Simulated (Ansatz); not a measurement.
TaSi in space group P6/mmm (No. 191; Ta on 3f, Si on 1a, Si on 2d) at seven volumes, the program Ansatz at the PBE level (PAW), shape and atoms relaxed at each. One row is withheld.

```
V (Å³/atom)  P (GPa)
-----------  -------
17.443         17.36
18.019             ?
18.594          4.91
19.169         -0.01
19.744         -4.22
20.319         -7.81
20.894        -10.88
```

**Question.** Fit the shown pressures and predict the withheld one.

**Answer.** P = (3/2)B₀(x^(7/2) − x^(5/2))[1 + (3/4)(B′ − 4)(x − 1)] with x = (V₀/V)^(2/3). Least squares on the six rows gives V₀ = 19.168 Å³/atom, B₀ = 151 GPa, B′ = 4.18. At V = 18.019, x = 1.0421 and P = 10.62 GPa. The run itself gave 10.65 GPa.

The cell is a constructed one: a structure type filled with these elements; neither database checked (COD, Materials Project) lists it. Its standing as an ambient phase is unchecked. The cell was relaxed with PBE under the symmetry of its start; whether a distortion lowers the energy is not shown. The run is not spin-polarised. Scalar-relativistic: spin–orbit coupling is off unless named, which matters more the heavier the elements.

Potentials: the later of the program's two PAW sets.
